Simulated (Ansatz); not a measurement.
Input and command of a calculation in Ansatz (plane waves; scalar-relativistic PAW potentials unless the input names others):

```yaml
crystal:
  lattice:
    - [4.5742713386, 0.0, 0.0]
    - [0.0, 4.5742713386, 0.0]
    - [0.0, 0.0, 2.4693195297]
  atoms:
    - { symbol: Mo, position: [0.5, 0.5, 0.0] }
    - { symbol: Mo, position: [0.0, 0.0, 0.0] }
    - { symbol: "N", position: [0.8879039728, 0.3879039728, 0.5] }
    - { symbol: "N", position: [0.1120960272, 0.6120960272, 0.5] }
    - { symbol: "N", position: [0.3879039728, 0.1120960272, 0.5] }
    - { symbol: "N", position: [0.6120960272, 0.8879039728, 0.5] }
basis:
  ecutwfc: 420
kpoints:
  mp_grid: { grid: [12, 12, 20] }
hamiltonian:
  xc: pbe
scf:
  occupations: { method: gaussian, width: 0.15 }
  mixing: { algorithm: broyden, beta: 0.95, ndim: 1, preconditioner: none }
  max_iter: 75
output:
  forces: true
  eigenvalues: true
  stress: true
```

```bash
ansatz run input.yaml --threads 1 --pin off --max-ram 2560MiB --backend cpu --events-out ev --progress --plain --runs-dir out
```

Abridged log:
```
Basis set: ecut = 420 eV, 1009 PW (Γ), exchange–correlation on 64×64×36 points (8 copies of the dense FFT grid, shifted against one another)
Bands: 30, of which v1, the nominal top of the filled ones, is band 24 counted from 1 (23 counted from 0)
Symmetry: 16 space group operations
k-points: 308 of 2880
SCF iter   1: F=—  HF=-11445.686238 eV  |F-HF|=—  |Δ(HF+E_count)|=         —  Δρ=1.07e-2  dr2=4.81e-2  ethr=1.77e-3  ⟨swp⟩=5.1  Hψ=38228  notcnv=0
SCF iter   2: F=—  HF=-11445.746025 eV  |F-HF|=—  |Δ(HF+E_count)|=   5.98e-2  Δρ=2.22e-2  dr2=3.95e-1  ethr=1.00e-4  ⟨swp⟩=2.0  Hψ=19791  notcnv=0  defer=335  κ⁻¹=1.0e0(r=1)
SCF iter   3: F=—  HF=-11445.681744 eV  |F-HF|=—  |Δ(HF+E_count)|=   6.43e-2  Δρ=5.85e-3  dr2=2.09e-2  ethr=1.00e-4  ⟨swp⟩=2.0  Hψ=16666  notcnv=0  defer=335  κ⁻¹=1.0e0(r=1)
SCF iter   4: F=—  HF=-11445.678208 eV  |F-HF|=—  |Δ(HF+E_count)|=   3.54e-3  Δρ=1.90e-3  dr2=1.54e-3  ethr=4.35e-5  ⟨swp⟩=2.5  Hψ=18029  notcnv=0  defer=4  κ⁻¹=1.0e0(r=1)
SCF iter   5: F=—  HF=-11445.678263 eV  |F-HF|=—  |Δ(HF+E_count)|=   5.54e-5  Δρ=2.12e-3  dr2=3.73e-3  ethr=3.21e-6  ⟨swp⟩=2.0  Hψ=15996  notcnv=0  defer=2  κ⁻¹=1.0e0(r=1)
SCF iter   6: F=—  HF=-11445.679395 eV  |F-HF|=—  |Δ(HF+E_count)|=   1.13e-3  Δρ=3.90e-3  dr2=1.05e-2  ethr=3.21e-6  ⟨swp⟩=2.0  Hψ=15913  notcnv=0  defer=1  κ⁻¹=1.0e0(r=1)
SCF iter   7: F=—  HF=-11445.677611 eV  |F-HF|=—  |Δ(HF+E_count)|=   1.78e-3  Δρ=4.80e-4  dr2=1.01e-4  ethr=3.21e-6  ⟨swp⟩=2.2  Hψ=15848  notcnv=0  defer=1  κ⁻¹=1.0e0(r=1)
SCF iter   8: F=—  HF=-11445.677604 eV  |F-HF|=—  |Δ(HF+E_count)|=   7.21e-6  Δρ=4.33e-4  dr2=1.49e-4  ethr=2.11e-7  ⟨swp⟩=2.0  Hψ=16312  notcnv=0  defer=1  κ⁻¹=1.0e0(r=1)
   ...
SCF iter  10: F=—  HF=-11445.677573 eV  |F-HF|=—  |Δ(HF+E_count)|=   4.70e-5  Δρ=1.96e-4  dr2=1.71e-5  ethr=2.11e-7  ⟨swp⟩=2.2  Hψ=14491  notcnv=0  defer=1  κ⁻¹=1.0e0(r=1)
SCF iter  11: F=—  HF=-11445.677569 eV  |F-HF|=—  |Δ(HF+E_count)|=   4.03e-6  Δρ=9.83e-5  dr2=7.77e-6  ethr=3.57e-8  ⟨swp⟩=2.1  Hψ=15207  notcnv=0  defer=1  κ⁻¹=1.0e0(r=1)
SCF iter  12: F=—  HF=-11445.677586 eV  |F-HF|=—  |Δ(HF+E_count)|=   1.66e-5  Δρ=3.78e-4  dr2=1.09e-4  ethr=1.62e-8  ⟨swp⟩=2.0  Hψ=16448  notcnv=0  defer=1  κ⁻¹=1.0e0(r=1)
SCF iter  13: F=—  HF=-11445.677568 eV  |F-HF|=—  |Δ(HF+E_count)|=   1.82e-5  Δρ=4.40e-5  dr2=8.20e-7  ethr=1.62e-8  ⟨swp⟩=2.0  Hψ=15847  notcnv=0  defer=1  κ⁻¹=1.0e0(r=1)
SCF iter  14: F=—  HF=-11445.677568 eV  |F-HF|=—  |Δ(HF+E_count)|=   1.74e-7  Δρ=2.27e-5  dr2=2.69e-7  ethr=1.71e-9  ⟨swp⟩=2.0  Hψ=15920  notcnv=0  defer=1  κ⁻¹=1.0e0(r=1)
SCF iter  15: F=—  HF=-11445.677568 eV  |F-HF|=—  |Δ(HF+E_count)|=   1.69e-7  Δρ=4.58e-5  dr2=1.63e-6  ethr=5.61e-10  ⟨swp⟩=2.0  Hψ=15982  notcnv=0  defer=1  κ⁻¹=1.0e0(r=1)
SCF iter  16: F=—  HF=-11445.677568 eV  |F-HF|=—  |Δ(HF+E_count)|=   2.05e-7  Δρ=2.43e-5  dr2=3.28e-7  ethr=5.61e-10  ⟨swp⟩=2.0  Hψ=15753  notcnv=0  defer=1  κ⁻¹=1.0e0(r=1)
SCF iter  17: F=-11445.677568 eV  HF=-11445.677568 eV  |F-HF|=1.95e-8  |Δ(HF+E_count)|=   6.21e-8  Δρ=6.14e-6  dr2=2.35e-8  ethr=2.08e-10  ⟨swp⟩=5.5  Hψ=38389  notcnv=0
SCF 1 converged in 17 iterations: F = -11445.677568 eV  dr2 = 2.35e-8
SCF converged after 17 iterations
Stability not checked: this state was not tested for a lower state beside it, because the mixer in use, unlike msr1, does not test its closes by its own steps (another_mixer; see scf.mixing.algorithm and scf.lower_state_search)
Free energy (F): -11445.677568 eV
Harris-Foulkes:  -11445.677568 eV  (|F-HF|=1.95e-8)
Internal energy: -11445.652301 eV  (E = F + TS)
E sigma→0 (E₀):  -11445.664934 eV
Entropy (-TS):   -0.025267 eV (-4.211 meV/atom)
Fermi energy:    18.782647 eV
--- Forces (eV/Å), atoms counted from 1 ---
  atom   1  Mo     0.00000000     0.00000000     0.00000000
  atom   2  Mo     0.00000000     0.00000000     0.00000000
  atom   3  N      0.94935332     0.94935332     0.00000000
  atom   4  N     -0.94935332    -0.94935332     0.00000000
  atom   5  N      0.94935332    -0.94935332     0.00000000
  atom   6  N     -0.94935332     0.94935332     0.00000000
--- Stress (GPa, compression-positive) ---
      -26.742866       0.000000       0.000000
        0.000000     -26.742866       0.000000
        0.000000       0.000000      70.713190
  P = ⅓ Tr σ = 5.7425 GPa (57.425 kbar)
```

One setting here is unusual or wrong in general: mixing far too strong (scf.mixing: not typed → {"algorithm": "broyden", "beta": 0.95, "ndim": 1, "preconditioner": "none"}). For this cell it did little harm to the result: the run converged in 17 SCF iterations (reference: 6) with an energy at zero smearing within 0.01 meV/atom of the reference's, pressure 5.74 GPa, largest force 1.343 eV/Å, no gap on the mesh. A reference run from the same start on usual settings converged with pressure 5.74 GPa, largest force 1.343 eV/Å, no gap on the mesh.

Time: 21 s on 1 thread of Intel(R) Xeon(R) 6975P-C (Granite Rapids), with other jobs on the host, peak memory 0.61 GiB.